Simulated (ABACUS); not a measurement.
Set-up for a self-consistent single point of TePb (Fm-3m, 2 atoms in the cell; from Materials Project mp-19717, changed as shown).

```xyz
2
Lattice="0.0000 3.3139 3.3139 3.3139 0.0000 3.3139 3.3139 3.3139 0.0000" Properties=species:S:1:pos:R:3 pbc="T T T"
Te     0.0000     0.0000     0.0000
Pb     3.3139     3.3139     3.3139
```

Method: PBE, numerical atomic orbitals TZDP (confined pseudo-atomic orbitals with Gaussian additions; energy shift 0.01 Ry), PseudoDojo 0.5 standard norm-conserving PBE (tails mended) pseudopotentials (ABACUS).

ABACUS settings:

```
setting                                                               value
---------------  ----------------------------------------------------------
basis                  TZDP numerical atomic orbitals, energy shift 0.01 Ry
KPT                                                       Gamma 9 9 9 0 0 0
basis_type                                                             lcao
ecutwfc                                                              100 Ry
smearing_method                                                    gaussian
smearing_sigma                                                0.00367493 Ry
potentials       PseudoDojo 0.5 standard norm-conserving PBE (tails mended)
symmetry                                                                  1
symmetry_prec                                                         1e-05
ks_solver                                                           genelpa
scf_nmax                                                                100
scf_thr                                                             1.0e-07
mixing_type                                                         broyden
mixing_beta                                                             0.7
```

Results:

| Quantity | Result |
|---|---|
| Number of valence electrons | 30 |
| Number of bands | 25 |
| Number of k-points after the program's reduction | 35 |
| Size of the basis | 78 |
| Number of SCF iterations | 9 |
| Free energy E − TS | -4753.6479 eV |
| Pressure | -1.44 GPa |

Stress (GPa, positive for compression):
```
-1.44   0.00   0.00
 0.00  -1.44   0.00
 0.00   0.00  -1.44
```

For comparison: a first run was changed to give this one (volume scaled by 1.04), and from it to this one the free energy rises by 5.9 meV/atom and the pressure goes from 0.12 to -1.44 GPa.

Spin-orbit coupling is left out, which matters for bands and gaps with elements this heavy. The atom-centred basis is finite, which shifts total energies and pressures against plane waves. The structure comes from a collection of computed structures, made at another level of theory; the collection holds predicted forms beside known ones.

Cost on one core: very roughly 24 core-seconds.

The atomic orbitals were generated for these runs; they are not ABACUS's published sets and were checked against plane waves on a few crystals only.

“Tails mended”: in these copies of the files the far tail of each local potential was reset to the Coulomb form.
